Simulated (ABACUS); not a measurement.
A self-consistent single point of Al2Cu (P1, 6 atoms in the cell; from Materials Project mp-985806, changed as shown).

```
CELL_PARAMETERS angstrom
      4.03224     0.00000     0.00000
      0.00000     4.03224     0.00000
      0.00000     0.00000     5.66228
ATOMIC_POSITIONS crystal
  Al 0.99674 0.49893 0.25050
  Al 0.49829 0.99850 0.25230
  Al 0.49901 0.99770 0.74476
  Al 0.01222 0.48904 0.75169
  Cu 0.00409 0.00861 0.49167
  Cu 0.48966 0.50722 0.00908
```

Computed with LDA (PW92), numerical atomic orbitals DZP (confined pseudo-atomic orbitals with Gaussian additions; energy shift 0.003 Ry), PseudoDojo 0.4 standard norm-conserving LDA (tails mended) pseudopotentials run with ABACUS.

ABACUS settings:

- basis: DZP numerical atomic orbitals, energy shift 0.003 Ry
- KPT: Gamma 8 8 6 0 0 0
- basis_type: lcao
- dft_functional: PWLDA
- ecutwfc: 100 Ry
- smearing_method: fd
- smearing_sigma: 0.00999582 Ry
- potentials: PseudoDojo 0.4 standard norm-conserving LDA (tails mended)
- symmetry: 1
- symmetry_prec: 1e-05
- ks_solver: genelpa
- scf_nmax: 100
- scf_thr: 1.0e-06
- mixing_type: broyden
- mixing_beta: 0.4

Results:

- Number of valence electrons: 50
- Number of bands: 35
- Number of k-points after the program's reduction: 196
- Size of the basis: 104
- Number of SCF iterations: 12
- Free energy E − TS: -10568.7533 eV
- Fermi level (on the code's own zero): 9.63 eV
- Pressure: 0.11 GPa
- Largest force (vector length): 0.752 eV/Å

Forces (eV/Å):
```json
[
 {"atom": "Al1", "Fx": "-0.117", "Fy": "0.184", "Fz": "-0.009"},
 {"atom": "Al2", "Fx": "0.102", "Fy": "0.151", "Fz": "-0.180"},
 {"atom": "Al3", "Fx": "0.204", "Fy": "0.028", "Fz": "0.251"},
 {"atom": "Al4", "Fx": "-0.460", "Fy": "0.368", "Fz": "-0.038"},
 {"atom": "Cu5", "Fx": "-0.210", "Fy": "-0.446", "Fz": "0.479"},
 {"atom": "Cu6", "Fx": "0.481", "Fy": "-0.285", "Fz": "-0.503"}
]
```

Stress (GPa, positive for compression):
```
 0.20  -0.01   0.38
-0.01  -0.53   0.29
 0.38   0.29   0.65
```

For comparison: a first run was changed to give this one (atoms moved at random), and from it to this one the free energy goes up by 12.4 meV/atom, the pressure goes from -0.27 to 0.11 GPa and the largest force goes from under 0.1 to 0.75 eV/Å.

The atom-centred basis is finite, which shifts total energies, pressures and forces against plane waves. The structure comes from a collection of computed structures, made at another level of theory; the collection holds predicted forms beside known ones. Its lattice was then scaled.

Cost on one core: roughly 70 core-seconds.

The atomic orbitals were generated for these runs; they are not ABACUS's published sets and were checked against plane waves on a few crystals only.

“Tails mended”: in these copies of the files the far tail of each local potential was reset to the Coulomb form.
